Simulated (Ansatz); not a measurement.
Input:

Mo:
Space group Fd-3m, origin choice 1 (No. 227); a = b = c = 5.6099 Å, α = β = γ = 90.00°

```csv
atom,site,symmetry,x,y,z
Mo,8b,-43m,0.5000,0.5000,0.5000
```
(The calculation used a cell of 2 atoms; values per cell refer to that cell.)

This is the PBEsol-relaxed structure.

Question: All from plane-wave PAW PBEsol (Ansatz code), unless another level is named. Give the density of states at the Fermi level.

Answer: 1.2 states/eV per atom (mean over ±0.08 eV).

Question: What about the gap with spin–orbit coupling?

Answer: none (metallic).

The start of the workflow was typed in or built on a structure type; neither database checked (COD, Materials Project) lists it. It is not the phase usual at ambient conditions (space group No. 229). The cell was relaxed with PBEsol under the symmetry of its start. At this level the phase is mechanically unstable. No spin polarisation was allowed. Spin–orbit coupling is left out wherever it is not named.

Potentials: the later of the program's two PAW sets.
